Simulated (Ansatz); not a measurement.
ZnO:
Space group P6₃mc (No. 186); a = b = 3.272 Å, c = 10.630 Å, α = β = 90.00°, γ = 120.00°

```csv
atom,site,symmetry,x,y,z
Zn,2a,3m.,0.0000,0.0000,0.0007
Zn,2b,3m.,0.3333,0.6667,0.2505
O,2a,3m.,0.0000,0.0000,0.3121
O,2b,3m.,0.3333,0.6667,0.0623
```

Relaxed with PBE.

**Question.** Decompose the optical modes at the zone centre into irreducible representations, and say which are infrared and Raman allowed.

**Answer.** Point group 6mm: Γ_opt = 3A1 + 4B1 + 3E1 + 4E2. Infrared: A1, E1. Raman: A1, E1, E2.

**Question.** Assign frequencies (DFPT, PBE in the plane-wave PAW code Ansatz; without the LO–TO term).

**Answer.** E2 66, E2 68, E1 88, B1 176, B1 177, A1 247, A1 351, E1 360, E2 376, E2 380, E1 394, A1 513, B1 515, B1 520 cm⁻¹.

Subscripts of B labels follow the axes of the standard setting.

Space group P6_3mc. A made-up cell: these elements were put on the sites of a structure type. Its sites differ from those of the usual phase in this space group: another stacking or structure type. The PBE relaxation kept the symmetry of its start; its stability against distortions is not shown here.

Potentials: the later of the program's two PAW sets.
